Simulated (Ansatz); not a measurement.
A geometry of Al$_{2}$O$_{3}$ away from equilibrium: step 2 of the relaxation of a relaxed Al2O3 cell, doubled along one cell vector, shaken by Gaussian noise of σ = 0.08 Å a coordinate. These are r2SCAN (plane waves to 500 eV, PAW, scalar-relativistic; Ansatz, a quantum-chemistry and plane-wave program) values and carry that method's errors. Γ-centred k-mesh 9×9×5 on the run's cell, Fermi–Dirac smearing 0.05 eV.

```
Al2O3
1.0
    2.36558     1.37151     2.34849
   -2.34474     1.33064     2.35121
   -0.04994    -5.39995     4.69722
O Al
6 4
Direct
  0.20045   0.80387   0.24174
  0.20486   0.81399   0.74728
  0.51103   0.21393   0.39729
  0.50517   0.21323   0.89245
  0.81717   0.50032   0.08832
  0.79520   0.53777   0.59462
  0.29444   0.34426   0.15038
  0.30940   0.30459   0.66241
  0.70941   0.69461   0.36159
  0.69257   0.69265   0.83447
```

**Question.** What forces act on the atoms (eV/Å)?

**Answer.** 
```json
[
 {"atom": "O1", "Fx": "-0.66", "Fy": "-0.24", "Fz": "1.43"},
 {"atom": "O2", "Fx": "-0.43", "Fy": "-0.18", "Fz": "-0.69"},
 {"atom": "O3", "Fx": "0.18", "Fy": "-1.00", "Fz": "0.03"},
 {"atom": "O4", "Fx": "0.50", "Fy": "-0.20", "Fz": "-0.31"},
 {"atom": "O5", "Fx": "-0.87", "Fy": "-0.11", "Fz": "-0.56"},
 {"atom": "O6", "Fx": "1.57", "Fy": "-1.06", "Fz": "0.81"},
 {"atom": "Al7", "Fx": "1.76", "Fy": "0.05", "Fz": "-0.78"},
 {"atom": "Al8", "Fx": "-0.64", "Fy": "1.14", "Fz": "-1.11"},
 {"atom": "Al9", "Fx": "-1.39", "Fy": "2.59", "Fz": "-1.08"},
 {"atom": "Al10", "Fx": "-0.02", "Fy": "-0.99", "Fz": "2.26"}
]
```

**Question.** What is the pressure?

**Answer.** +3.2 GPa, compression positive.

**Question.** How much energy per atom can still be gained by relaxing?

**Answer.** 0.07 eV/atom; the path ends in R32 (No. 155).

No spin polarisation in the result.

The end of the path is a generated cell of Al2O3: the first start was made by placing the elements on the sites of a structure type, and the end was not matched to a known phase here, so it may be hypothetical. Known forms of Al2O3 include space group No. 167.
